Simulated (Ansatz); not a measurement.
**PtSe: frozen-core PAW against all-electron methods**

```
Pt Se
1.0
     3.84994    0.00000    0.00000
    -1.92497    3.33415    0.00000
     0.00000    0.00000    7.09646
Pt Se
2 2
Direct
  0.33333 0.66667 0.01263
  0.66667 0.33333 0.51263
  0.33333 0.66667 0.36337
  0.66667 0.33333 0.86337
```

Atom numbers follow the list: Pt1, Pt2, Se3, Se4.

Conventional cell: a = 3.850 Å, b = 3.850 Å, c = 7.096 Å, α = 90.00°, β = 90.00°, γ = 120.00°. Pt (atom 1) is surrounded by 4 Se at 2.46 to 2.49 Å. Se (atom 3) has 4 Pt at 2.46 to 2.49 Å as nearest neighbours.

The cell was built from the wurtzite type and relaxed in the same program, and has space group P6_3mc; it needn't be a known or the stable phase.

No spin–orbit coupling, which matters for the heavy atoms here.

Methods: DFT, PBE, PAW with Ansatz's default frozen-core files, scalar-relativistic (Ansatz 0.2.0); DFT, PBE, all-electron PAW with datasets made for the crystal, scalar-relativistic (Ansatz 0.2.0); DFT, PBE, all-electron LAPW, scalar-relativistic (Ansatz 0.2.0).

For PAW: a Γ-centred 10×10×6 k mesh, Fermi–Dirac smearing of 0.03 eV, cutoff 420 eV, no spin polarisation. The crystal-made all-electron datasets (AE datasets) take a cutoff of 360 eV at this cell. LAPW targets a basis error of 1 meV/atom. The Ansatz runs share mesh, smearing and spin set-up. Plane-wave (PAW) pressures include the program's estimate of the Pulay term.

Stress and pressure are positive in compression.

No spin–orbit coupling: at heavy atoms the gradients can be off by tens of per cent for that reason.

In a metal, gradients converge slowly with the k mesh: the values move by tens of per cent from one mesh to another, at times in sign, so only the comparison on one mesh counts.

Levels count from the Fermi level.

```
                             quantity     PAW  AE datasets    LAPW
                       pressure (GPa)    0.01         0.04    0.04
       highest filled level at A (eV)  -1.284       -1.285  -1.284
         lowest empty level at A (eV)   1.329        1.328   1.328
       highest filled level at Γ (eV)  -2.716       -2.716  -2.716
         lowest empty level at Γ (eV)   0.565        0.564   0.564
       highest filled level at H (eV)  -0.185       -0.185  -0.185
         lowest empty level at H (eV)   4.435        4.434   4.434
field gradient Vzz at Pt1 (10²¹ V/m²)  -12.08       -12.31       –
field gradient Vzz at Se3 (10²¹ V/m²)   -4.22        -4.24       –
```

PAW's pressure differs from the LAPW value by -0.03 GPa.
